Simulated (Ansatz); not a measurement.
Put KB₆Rh₂ in Fm-3m (No. 225): K on 4b; B on 24d; Rh on 8c.

The calculation used Ansatz, DFT PBE, scalar-relativistic, plane waves, PAW. Cutoff 420 eV, Γ-centred mesh, Gaussian smearing, no spin polarisation.

Energies over the elements count from the elements' standard structures at the same level, with no fitted energy shifts.

Question: Give the relaxed lattice parameters and positions.

Answer:

Space group Fm-3m (No. 225). a = 8.198 Å, b = 8.198 Å, c = 8.198 Å, α = 90.00°, β = 90.00°, γ = 90.00°
| atom | site | symmetry | x | y | z |
| --- | --- | --- | --- | --- | --- |
| K | 4b | m-3m | 0.5000 | 0.0000 | 0.0000 |
| B | 24d | m.mm | 0.0000 | 0.7500 | 0.7500 |
| Rh | 8c | -43m | 0.2500 | 0.7500 | 0.7500 |

K has 12 B at 2.90 Å and 8 Rh at 3.55 Å; B is surrounded by 2 Rh at 2.05 Å, 2 K at 2.90 Å and 8 B at 2.90 Å; Rh is surrounded by 6 B at 2.05 Å and 4 K at 3.55 Å.

Question: And its energy and gap?

Answer: The energy over the elements is +0.99 eV/atom and the gap on the 8×8×8 mesh of the 9-atom cell is 0 eV (a metal). A positive value: parting into the elements would lower its energy.

The last run used Gaussian smearing of 0.10 eV. The cell is a metal run without spin; a magnetic state may lie lower. A structure relaxed within its symmetry needn't be a true minimum.
